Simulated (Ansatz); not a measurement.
This run works on a generated trial structure, not on a known crystal.

Input and command of a plane-wave DFT calculation in Ansatz:

```yaml
crystal:
  lattice:
    - [6.2537081403, 0.0, 0.0]
    - [0.0, 6.2537081403, 0.0]
    - [0.0, 0.0, 3.7383192115]
  atoms:
    - { symbol: Si, position: [0.2001690974, 0.5, 0.5] }
    - { symbol: Si, position: [0.7998309026, 0.5, 0.5] }
    - { symbol: Si, position: [0.5, 0.2001690974, 0.5] }
    - { symbol: Si, position: [0.5, 0.7998309026, 0.5] }
    - { symbol: Si, position: [0.7038043304, 0.0, 0.0] }
    - { symbol: Si, position: [0.2961956696, 0.0, 0.0] }
    - { symbol: Si, position: [0.0, 0.7038043304, 0.0] }
    - { symbol: Si, position: [0.0, 0.2961956696, 0.0] }
    - { symbol: "N", position: [0.5, 0.5, 0.5] }
basis:
  ecutwfc: 420
kpoints:
  mp_grid: { grid: [4, 4, 6] }
hamiltonian:
  xc: pbe
scf:
  occupations: { method: gaussian, width: 0.1 }
  lower_state_search: "off"
output:
  forces: true
  stress: true
  eigenvalues: true
relax:
  adjacent_minimum: "off"
  f_tol: 0.04
  max_steps: 70
  cell: { stress_tol: 0.4 }
```

```bash
ansatz run input.yaml --threads 1 --pin off --max-ram 2560MiB --backend cpu --events-out ev --progress --plain --runs-dir out
```

Processor: Arm Neoverse V1, 1 thread, on a host shared with other jobs.

Problem. Estimate time, memory and problem size.

Solution. About 63 s, peak memory 0.4 GiB. It solves 28 bands at 24 k points (after reduction by symmetry) with about 2703 plane waves (on the last cell), in 49 SCF iterations over 8 ionic steps.
